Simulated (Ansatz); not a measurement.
The relaxed structure here is a generated cell of ScSi: the first start was made by placing the elements on the sites of a structure type, and the end was not matched to a known phase here, so it may be hypothetical.

The start is a generated trial cell of ScSi in the AFLOW prototype AB_hP6_154_a_b (B9, as in HgS). A full variable-cell relaxation at zero pressure is run with PBEsol (plane waves to 420 eV, PAW, scalar-relativistic; Ansatz, a quantum-chemistry and plane-wave program). First-step values are on the input's coarse k-mesh.

Ansatz input (later rounds restart from its end on a renewed k-mesh):
Ansatz 0.2 input:
```yaml
crystal:
  lattice:
    - [3.7757845, 0, 0]
    - [-1.8878922, 3.2699253, 0]
    - [0, 0, 8.6501446]
  atoms:
    - { symbol: Sc, position: [0.7198, 0, 0.66666667] }
    - { symbol: Sc, position: [0, 0.7198, 0.33333333] }
    - { symbol: Sc, position: [0.2802, 0.2802, 0] }
    - { symbol: Si, position: [0.4889, 0, 0.16666667] }
    - { symbol: Si, position: [0, 0.4889, 0.83333333] }
    - { symbol: Si, position: [0.5111, 0.5111, 0.5] }
basis: { ecutwfc: 420, ecutrho_ratio: 4, xc_grid: 2, fft_grid_basis: typed }
kpoints: { mp_grid: { grid: [7, 7, 3] } }
hamiltonian:
  xc: pbesol
  dispersion: none
  pseudopotentials: { kind: paw }
scf: { occupations: { method: fermi_dirac, width: 0.05 } }
relax: { f_tol: 0.01, max_steps: 100, cell: { stress_tol: 0.02 } }
output: { forces: true, stress: true }
```

**Question.** What pressure does the first self-consistent step give?

**Answer.** +25 GPa (positive: the cell is compressed).

**Question.** Which atoms feel the largest initial force, and how large is it?

**Answer.** About 6.6 eV/Å, on Si4, Si5, Si6 (atoms numbered as listed).

**Question.** What symmetry does the relaxed structure have?

**Answer.** The space group goes from P3₂21 (No. 154) to R-3m (No. 166), with 2 atoms in the primitive cell.

**Question.** How much energy is released per atom?

**Answer.** 1.21 to 1.22 eV/atom (the two k-meshes of the run give this range).

**Question.** How does the volume change?

**Answer.** +1.6 %, from 17.80 to 18.09 Å³/atom.

**Question.** What does it relax into? Give the structure.

**Answer.** 
```cif
data_Sc3Si3
_chemical_formula_sum 'Sc3 Si3'
_space_group_name_H-M_alt 'R-3m :H'
_space_group_IT_number 166
_space_group_name_Hall '-R 3 2"'
_cell_length_a 4.28754
_cell_length_b 4.28754
_cell_length_c 6.81692
_cell_angle_alpha 90.000
_cell_angle_beta 90.000
_cell_angle_gamma 120.000
loop_
_atom_site_label
_atom_site_type_symbol
_atom_site_symmetry_multiplicity
_atom_site_Wyckoff_symbol
_atom_site_fract_x
_atom_site_fract_y
_atom_site_fract_z
_atom_site_occupancy
Sc1 Sc 3 a 0.00000 0.00000 0.00000 1
Si1 Si 3 b 0.00000 0.00000 0.50000 1
```
(The calculation used a cell of 2 atoms; values per cell refer to that cell.)

Final values are on a 14×14×14 k-mesh of the relaxed cell. No spin polarisation in the result. The relaxed primitive cell holds an odd number of electrons. A magnetic state may lie lower.

The run could not lose the symmetry of its start, so the end can be a saddle point.
